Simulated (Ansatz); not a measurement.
**Property card for GaN**

GaN:
```
CELL_PARAMETERS angstrom
      3.11189     0.00000     0.00000
     -1.55594     2.69497     0.00000
      0.00000     0.00000     7.35096
ATOMIC_POSITIONS crystal
  Ga 0.50000 0.50000 0.16667
  Ga 0.50000 0.00000 0.50000
  Ga 0.00000 0.50000 0.83333
  N  0.50000 0.50000 0.66667
  N  0.50000 0.00000 0.00000
  N  0.00000 0.50000 0.33333
```

Space group P6_422 (No. 181); conventional cell a = b = 3.112 Å, c = 7.351 Å, α = β = 90.00°, γ = 120.00°.

Method: r²SCAN+D4 in the plane-wave PAW code Ansatz. Geometry: relaxed at this level of theory. Other levels are named where they apply.

### Cell and energy

- Volume per atom: 10.27 Å³
- Density: 6.77 g/cm³
- Formation energy from the elements (no fitted shifts): -0.32 eV/atom

### Electronic structure

- Band gap = 1.98 eV (indirect)
- Valence-band maximum = at A
- Conduction-band minimum = at Γ
- Smallest direct gap on the standard path = 2.05 eV
- Electron effective mass = 0.15, 0.15, 0.17 mₑ (principal values)
- Electron effective mass with spin–orbit coupling = 0.15, 0.15, 0.17 mₑ (principal values)
- Hole effective mass = 0.46, 0.46, 1.0 mₑ (principal values)
- Hole effective mass with spin–orbit coupling = 0.46, 0.46, 1.0 mₑ (principal values)
- HSE06 gap on the r²SCAN+D4 cell = 2.76 eV
- Gap with spin–orbit coupling = 1.98 eV

### Mechanics

- Bulk modulus (Birch–Murnaghan fit): 212 GPa
- Pressure derivative B′: 4.4
- Elastic constants (relaxed ions, GPa): C11 = 377, C12 = 114, C13 = 117, C33 = 496, C44 = 136
- Mechanical stability: stable (all eigenvalues of C positive)
- Hill bulk and shear moduli: 214 and 140 GPa
- Young's modulus: 345 GPa
- Poisson's ratio: 0.23
- Debye temperature from the elastic constants: 690 K
- Piezoelectric stress constants (proper, relaxed ions, C/m²): e14 = 0.12, e25 = -0.12

### Charges

- Bader charges = Ga +1.64, N -1.64 e

The start of the workflow was typed in or built on a structure type; neither database checked (COD, Materials Project) lists it. It is not the phase usual at ambient conditions (space group No. 186, 216). Symmetry was held in the r²SCAN+D4 relaxation; whether a distortion lowers the energy is not shown. The volume moved by -23 % from the start of the relaxation. Signs of piezoelectric constants follow the polarity of the cell as given. The references are the lowest solids computed at this level, not always the standard phases (solids in place of the gases). Scalar-relativistic: spin–orbit coupling is off unless named, which matters more the heavier the elements.

Potentials: the later of the program's two PAW sets.
